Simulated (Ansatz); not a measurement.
Problem. Each is relaxed and computed with DFT-LDA in the program Ansatz with PAW potentials. Which alone has a direct gap?
A) CdTe, wurtzite
B) SiGe, wurtzite
C) BAs, wurtzite
D) BP, wurtzite

Solution. A, CdTe, wurtzite. CdTe: gap 0.65 eV (direct); SiGe: gap 0.32 eV (indirect); BP: gap 0.79 eV (indirect); BAs: gap 1.05 eV (indirect). Not the usual ambient phase: CdTe, wurtzite; BP, wurtzite; BAs, wurtzite. Standing as an ambient phase not checked: SiGe, wurtzite. All cells were relaxed under the symmetry of their starts (and spin orders); stability against distortions was not tested throughout. Scalar-relativistic: spin–orbit coupling is off unless named, which matters more the heavier the elements.

Potentials: the earlier of the program's two PAW sets. The files were generated under PBE; for other functionals the program regenerates the frozen cores, and for LDA and PBEsol the local potential too.
